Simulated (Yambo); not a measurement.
Yambo run on YOF (space group P4/nmm, No. 129). The wavefunctions are norm-conserving PBEsol (Quantum ESPRESSO, 84 Ry, with spin-orbit coupling) ones on a 4×4×2 mesh (48 occupied bands); a = b = 3.832 Å, c = 5.447 Å, α = β = γ = 90.00°.

Yambo input:

```
rim_cut
gw0
dyson
el_el_corr
HF_and_locXC
ppa
em1d
RandQpts= 1000000
RandGvec= 1 Ry
EXXRLvcs= 84 Ry
VXCRLvcs= 336 Ry
Chimod= "HARTREE"
% BndsRnXp
 1 | 192 |
%
NGsBlkXp= 6 Ry
% LongDrXp
 1.0 | 1.0 | 1.0 |
%
PPAPntXp= 27.2114 eV
% GbndRnge
 1 | 90 |
%
GTermKind= "BG"
DysSolver= "n"
ExtendOut
% QPkrange
 1 | 1 | 48 | 49 |
 8 | 8 | 48 | 48 |
%
```

k points by index: 1 = Γ, 8 = (0.25, 0.25, -0.5).

The o-*.qp file then holds:

```
#    K-point    Band    Eo [eV]    E [eV]    E-Eo [eV]    Vxc [eV]    Vnlxc [eV]    Sc|Eo [eV]    Sc|E [eV]    dSc/dw|Eo [eV]    Re(Z)    Im(Z)
#
    1    48    -0.227205    -0.959688    -0.732483    -19.27052    -24.43419    4.259233    4.431184    -6.386916    0.809902    -0.001105
    1    49    4.954737    5.874986    0.920249    -10.29728    -5.649329    -3.594975    -3.727700    -3.924300    0.873961    -0.766279E-3
    8    48    0.000000    -0.714980    -0.714980    -19.75324    -24.97208    4.335087    4.503860    -6.422306    0.809050    -0.001099
```
(The two width columns are left out.) Convergence of these settings isn't established.

Geometry of the Materials Project entry, not relaxed at this level.

The structure is a Materials Project entry; no match was found in the copy of COD used, and its stability was not checked.
